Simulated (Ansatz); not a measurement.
**Moving the pressure in NaLaMnMoO6**

The cell as given:

```yaml
crystal:
  lattice:
    - [3.79453, -3.84926, -0.00008]
    - [3.79453, 3.84926, -0.00008]
    - [-0.04604, 0.00000, 8.22029]
  atoms:
    - { symbol: Na, position: [0.50640, 0.49360, 0.75000] }
    - { symbol: Na, position: [0.49360, 0.50640, 0.25000] }
    - { symbol: La, position: [0.01239, 0.98761, 0.75000] }
    - { symbol: La, position: [0.98761, 0.01239, 0.25000] }
    - { symbol: Mn, position: [0.00000, 0.50000, 0.50000] }
    - { symbol: Mn, position: [0.50000, 0.00000, 0.00000] }
    - { symbol: Mo, position: [0.50000, 0.00000, 0.50000] }
    - { symbol: Mo, position: [0.00000, 0.50000, 0.00000] }
    - { symbol: O, position: [0.54302, 0.05203, 0.73247] }
    - { symbol: O, position: [0.45698, 0.94797, 0.26753] }
    - { symbol: O, position: [0.27994, 0.71875, 0.54832] }
    - { symbol: O, position: [0.72006, 0.28125, 0.45168] }
    - { symbol: O, position: [0.79897, 0.79494, 0.49934] }
    - { symbol: O, position: [0.20103, 0.20506, 0.50066] }
    - { symbol: O, position: [0.05203, 0.54302, 0.23247] }
    - { symbol: O, position: [0.94797, 0.45698, 0.76753] }
    - { symbol: O, position: [0.79494, 0.79897, 0.99934] }
    - { symbol: O, position: [0.20506, 0.20103, 0.00066] }
    - { symbol: O, position: [0.28125, 0.72006, 0.95168] }
    - { symbol: O, position: [0.71875, 0.27994, 0.04832] }
```

The cell comes from a database or a generator and needn't be the stable form of this composition.

Kept alike: task relaxation of cell and atoms; functional PBE; k mesh 4 × 4 × 3; occupations fermi-dirac, width 0.05 eV; collinear spin, ferromagnetic start. Program: Ansatz, Ansatz PAW, cutoff 420 eV. The mesh is that of the run's cell of 20 atoms. No spin-orbit coupling.

```csv
"pressure, P (GPa)",volume (Å³/atom),first edge of the run's cell (Å),third edge of the run's cell (Å),largest site moment (μB)
2,11.818,5.375,8.182,2.91
5,11.585,5.352,8.091,2.86
10,10.984,5.364,7.636,1.91
20,10.513,5.284,7.532,1.76
```

For a metal such a mesh leaves the last digits unconverged. The runs follow the start's structure, whether or not it is the stable one at these pressures. Ansatz's relaxations hold a Pulay term in the stress (up to 0.7 GPa here). P is the pressure aimed at, which the runs meet within some hundredths to tenths of a GPa. The runs hold the magnetic state that their start led to, which needn't be the lowest. Site moments count inside each atom's sphere or projector.

The volume falls from 11.818 to 10.513 Å³/atom between 2 and 20 GPa. The first edge of the run's cell runs from 5.284 (20) to 5.375 Å (2). The third edge of the run's cell falls from 8.182 to 7.532 Å between 2 and 20 GPa. The largest site moment falls from 2.91 to 1.76 μB between 2 and 20 GPa.
